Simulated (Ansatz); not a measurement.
Ta₅As₄:
```
Ta5As4
1.0
   -4.91607     4.91607     1.72453
    4.91607    -4.91607     1.72453
    4.91607     4.91607    -1.72453
Ta As
5 4
Direct
  0.36873   0.30548   0.67421
  0.63127   0.69452   0.32579
  0.69452   0.36873   0.06325
  0.30548   0.63127   0.93675
  0.00000   0.00000   0.00000
  0.28266   0.05261   0.33527
  0.71734   0.94739   0.66473
  0.94739   0.28266   0.23005
  0.05261   0.71734   0.76995
```

Relaxed with r²SCAN. Special points in fractions of this cell's reciprocal vectors: Γ (0.000, 0.000, 0.000); X (0.000, 0.000, 0.500); M (-0.500, 0.500, 0.500); Z (0.281, 0.281, -0.281); Z0 (-0.281, 0.719, 0.281); P (0.250, 0.250, 0.250); N (0.000, 0.500, 0.000).

**Question.** List the band energies nearest the Fermi level at these points for plane-wave PAW r²SCAN (Ansatz code).

**Answer.** In eV from the Fermi level; about four levels below and three above (degenerate sets whole), none deeper than 8.9 eV; points with the same levels are listed once.

| k | below | above |
|---|---|---|
| Γ | -0.66 -0.62 -0.59 -0.59 | 0.58 1.45 1.46 |
| X | -0.98 -0.68 -0.27 -0.05 | 0.15 0.61 1.17 |
| M | -0.99 -0.99 -0.46 -0.24 -0.23 | 0.33 0.33 1.11 |
| Z | -1.42 -1.08 -0.42 -0.42 | 0.57 1.24 2.92 |
| P | -1.62 -1.62 -1.29 -0.72 -0.72 | 1.30 1.59 2.68 |
| N | -1.48 -1.22 -0.78 -0.74 | 1.42 1.46 2.34 |

Space group I4/m. The workflow started from a Materials Project entry (that database holds measured and hypothetical structures alike); the Crystallography Open Database files this formula in space group No. 87, but the cells were not matched. Whether it is the stable phase at ambient conditions was not checked. The cell was relaxed with r²SCAN under the symmetry of its start; its stability against distortions is not shown here. The run is not spin-polarised. Spin–orbit coupling is left out wherever it is not named.

Potentials: the later of the program's two PAW sets.
